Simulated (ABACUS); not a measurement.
Worked example: self-consistent single point of HfN (Fm-3m, 8 atoms in the cell; from Materials Project mp-2828, changed as shown) in ABACUS.

Level of theory: PBE, numerical atomic orbitals DZP (confined pseudo-atomic orbitals with Gaussian additions; energy shift 0.003 Ry), PseudoDojo 0.5 standard norm-conserving PBE (tails mended) pseudopotentials (ABACUS).

The change in words: lattice scaled by 0.98. Reference geometry (Fm-3m):
```
CELL_PARAMETERS angstrom
      4.44224     0.00000     0.00000
      0.00000     4.44224     0.00000
      0.00000     0.00000     4.44224
ATOMIC_POSITIONS crystal
  Hf 0.00000 0.00000 0.00000
  Hf 0.00000 0.50000 0.50000
  Hf 0.50000 0.00000 0.50000
  Hf 0.50000 0.50000 0.00000
  N  0.50000 0.00000 0.00000
  N  0.50000 0.50000 0.50000
  N  0.00000 0.00000 0.50000
  N  0.00000 0.50000 0.00000
```

Reference input (self-consistent single point, DFT, PBE, numerical atomic orbitals DZP (confined pseudo-atomic orbitals with Gaussian additions; energy shift 0.003 Ry), PseudoDojo 0.5 standard norm-conserving PBE (tails mended) pseudopotentials): basis = DZP numerical atomic orbitals, energy shift 0.003 Ry; KPT = Gamma 8 8 8 0 0 0; basis_type = lcao; dft_functional = PBE; ecutwfc = 100 Ry; smearing_method = fd; smearing_sigma = 0.00999582 Ry; potentials = PseudoDojo 0.5 standard norm-conserving PBE (tails mended); symmetry = 1; symmetry_prec = 1e-05; ks_solver = genelpa; scf_nmax = 100. This run's input differs from it in these lines:

```diff
@@ -34,5 +34,5 @@
 LATTICE_VECTORS
-   4.4422400000    0.0000000000    0.0000000000
-   0.0000000000    4.4422400000    0.0000000000
-   0.0000000000    0.0000000000    4.4422400000
+   4.3533950000    0.0000000000    0.0000000000
+   0.0000000000    4.3533950000    0.0000000000
+   0.0000000000    0.0000000000    4.3533950000
 
@@ -45,5 +45,5 @@
    0.0000000000    0.0000000000    0.0000000000
-   0.0000000000    2.2211200000    2.2211200000
-   2.2211200000    0.0000000000    2.2211200000
-   2.2211200000    2.2211200000    0.0000000000
+   0.0000000000    2.1766975000    2.1766975000
+   2.1766975000    0.0000000000    2.1766975000
+   2.1766975000    2.1766975000    0.0000000000
 
@@ -52,6 +52,6 @@
 4
-   2.2211200000    0.0000000000    0.0000000000
-   2.2211200000    2.2211200000    2.2211200000
-   0.0000000000    0.0000000000    2.2211200000
-   0.0000000000    2.2211200000    0.0000000000
+   2.1766975000    0.0000000000    0.0000000000
+   2.1766975000    2.1766975000    2.1766975000
+   0.0000000000    0.0000000000    2.1766975000
+   0.0000000000    2.1766975000    0.0000000000
 # file: KPT
```

Output (repeated stretches shortened):

```
 SELF-CONSISTENT
 -------------------------------------------

                  longest orb rcut (Bohr) = 8.9
   longest nonlocal projector rcut (Bohr) = 2.46
                     search radius (Bohr) = 22.7

                          real space grid = [ 54, 54, 54 ]

                                 init_chg = atomic

 LCAO ALGORITHM --------------- ION=   1  ELEC=   1--------------------------------

 Density error is 0.126589276775
 E_KohnSham     -534.6874382568      -7274.7958093151
 E_Fermi        1.5427467994         20.9901470429

 LCAO ALGORITHM --------------- ION=   1  ELEC=   2--------------------------------

   [... lines left out ...]

   [... 5 blocks of this kind left out ...]

 LCAO ALGORITHM --------------- ION=   1  ELEC=   8--------------------------------

 Density error is 1.87153481063e-06
 E_KohnSham     -535.1128646143      -7280.5840318568
 E_Fermi        1.5490467888         21.0758627965

 LCAO ALGORITHM --------------- ION=   1  ELEC=   9--------------------------------

 Density error is 7.30150620792e-08
 E_KohnSham     -535.1128646142      -7280.5840318563
 E_KS(sigma->0) -535.1076628432      -7280.5132581300
 E_entropy(-TS) -0.0104035421        -0.1415474526
 E_Fermi        1.5490465989         21.0758602127
 charge density convergence is achieved
 final etot is -7280.5840319 eV
 EFERMI = 21.075860213 eV

 STATE ENERGY(eV) AND OCCUPATIONS    NSPIN == 1
   [... 41 lines left out ...]

 TOTAL-FORCE (eV/Angstrom)
                       Hf1         0.0000000000         0.0000000000         0.0000000000
                       Hf2         0.0000000000         0.0000000000         0.0000000000
                       Hf3         0.0000000000         0.0000000000         0.0000000000
                       Hf4         0.0000000000         0.0000000000         0.0000000000
                        N1         0.0000000000         0.0000000000         0.0000000000
                        N2         0.0000000000         0.0000000000         0.0000000000
                        N3         0.0000000000         0.0000000000         0.0000000000
   [... lines left out ...]

 TOTAL-STRESS (KBAR)
       488.5045747500         0.0000000000        -0.0000000000
        -0.0000000000       488.5045747500         0.0000000000
        -0.0000000000         0.0000000000       488.5045747500
 TOTAL-PRESSURE: 488.504575 KBAR

 --------------------------------------------
 !FINAL_ETOT_IS -7280.5840318562795801 eV
 --------------------------------------------
```

The run converged in 9 iterations. Against the reference run the free energy rises by 144 meV/atom and the pressure goes from 23.92 to 48.85 GPa.

The atom-centred basis is finite, which shifts total energies and pressures against plane waves. The structure comes from a collection of computed structures, made at another level of theory; the collection holds predicted forms beside known ones. Its lattice was then scaled. At this pressure the cell is far from its equilibrium volume at this level.

Cost on one core: very roughly 2.7 core-minutes.

The atomic orbitals were generated for these runs; they are not ABACUS's published sets and were checked against plane waves on a few crystals only.

“Tails mended”: in these copies of the files the far tail of each local potential was reset to the Coulomb form.
